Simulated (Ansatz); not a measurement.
Consider the following.

ZnNi:
```xyz
2
Lattice="2.8417 0.0000 0.0000 0.0000 2.8417 0.0000 0.0000 0.0000 2.8417" Properties=species:S:1:pos:R:3 pbc="T T T"
Zn     1.4209     1.4209     1.4209
Ni     0.0000     0.0000     0.0000
```

This is the PBEsol-relaxed structure.

**Question.** All from plane-wave PAW PBEsol (Ansatz code), unless another level is named. Predict the highest zone-centre frequency.

**Answer.** 252 cm⁻¹.

**Question.** Predict the bulk modulus (Birch–Murnaghan fit).

**Answer.** 172 GPa.

**Question.** Predict the elastic constants (relaxed ions, GPa).

**Answer.** C11 = 158, C12 = 179, C44 = 124.

Space group Pm-3m (CsCl type). The first step of the workflow began from a Materials Project structure, measured or hypothetical; the Crystallography Open Database files this formula in space group No. 221, but the cells were not matched. Its standing as an ambient phase is unchecked. The cell was relaxed with PBEsol under the symmetry of its start. At this level the phase is mechanically unstable. No spin polarisation was allowed. As this level gives no gap, shear constants depend on the k-mesh and smearing (Fermi–Dirac, 0.1 eV here). As this level gives no gap, phonon frequencies hold no LO–TO term and depend on the k-mesh and smearing (Fermi–Dirac, 0.1 eV here).

Potentials: the later of the program's two PAW sets.
